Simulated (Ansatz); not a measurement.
# Zone-centre phonons of BP at 4 GPa: input and output

Computed with DFT LDA, scalar-relativistic, plane waves, PAW in Ansatz 0.2.0.

Launched with:
```bash
ansatz run input.yaml --threads 1 --pin off --max-ram 3072MiB --backend cpu --events-out ev --progress --plain --runs-dir out
```

Input (bare energies are in eV):
```yaml
crystal:
  lattice:
    - [0.0, 2.2289403366, 2.2289403366]
    - [2.2289403366, 0.0, 2.2289403366]
    - [2.2289403366, 2.2289403366, 0.0]
  atoms:
    - { symbol: B, position: [0.0, 0.0, 0.0] }
    - { symbol: P, position: [0.75, 0.75, 0.75] }
basis:
  ecutwfc: 420
kpoints:
  mp_grid: { grid: [10, 10, 10] }
hamiltonian:
  xc: lda
scf:
  occupations: { method: fixed }
output:
  eigenvalues: true
phonons:
  method: dfpt
  dielectric: true
  rigid_motions: translations
  eigenvectors: true
```

Results section of the output:
```
--- Phonons (Γ-DFPT): 2 representative perturbations + reference, on 171 of 1000 k-points (Σ response iterations 6) ---
  k mesh reduced under 4 symmetry operations, with k and −k counted as one. Each operation leaves every solved perturbation unchanged. A smaller set is not considered because the run solves the response ...
  ASR residual: 1.384e-4 → 0.000e0 eV/Å²; symmetrization residual: 2.035e-7 eV/Å²
  ASR residual per site (eV/Å²): 4.60e-5 1.38e-4
  Γ frequencies (cm⁻¹): 0.00 0.00 0.00 838.97 838.97 838.97
  ε∞ (high-frequency dielectric tensor):
        9.172535     0.000000     0.000000
        0.000000     9.172535     0.000000
        0.000000     0.000000     9.172535
  ε⁰ (static dielectric tensor: ions relaxed, cell fixed):
        9.371717     0.000000     0.000000
        0.000000     9.371717     0.000000
        0.000000     0.000000     9.371717
  ε⁰ − ε∞ (ionic part):
        0.199182     0.000000     0.000000
        0.000000     0.199182    -0.000000
        0.000000    -0.000000     0.199182
  softest optical mode at Γ: 838.97 cm⁻¹; the repairs (sum rule, projections) moved no ω² at Γ by more than (1.12 cm⁻¹)²
  Born effective charges Z* (e; rows j = field, columns β = displacement):
    site 0:
        -0.71110   -0.00000   -0.00000
        -0.00000   -0.71110   -0.00000
         0.00000   -0.00000   -0.71110
    site 1:
         0.71110    0.00000    0.00000
         0.00000    0.71110    0.00000
        -0.00000    0.00000    0.71110
  Z* charge neutrality: 5.767e-5 e pre-enforcement
  solved inside a basis spanned on kpoints, on 10×10×10 k-points, its susceptibility summed on 14×14×14: ε∞ is read to err by 2.7e-2, Z* by 5.4e-3 e (field_mesh: kpoints solves on kpoints); Z* is corrected for ...
  optical modes at Γ without the LO–TO term, one row a degenerate level:
      ω (cm⁻¹) modes IR ((D/Å)²/amu)
        838.97      3             4.3674
  optical modes at Γ + LO–TO along q̂ = [1.0000, 0.0000, 0.0000]:
      ω (cm⁻¹) modes IR ((D/Å)²/amu)
        838.97      2             2.9116
        848.03      1             1.4558
  optical modes at Γ + LO–TO along q̂ = [0.0000, 1.0000, 0.0000]:
      ω (cm⁻¹) modes IR ((D/Å)²/amu)
        838.97      2             2.9116
        848.03      1             1.4558
  optical modes at Γ + LO–TO along q̂ = [0.0000, 0.0000, 1.0000]:
      ω (cm⁻¹) modes IR ((D/Å)²/amu)
        838.97      2             2.9116
        848.03      1             1.4558
```

It took 38 s on 1 thread of Intel(R) Xeon(R) Platinum 8259CL CPU @ 2.50GHz (Skylake/Cascade Lake), with other jobs on the host, peak memory 0.5 GiB.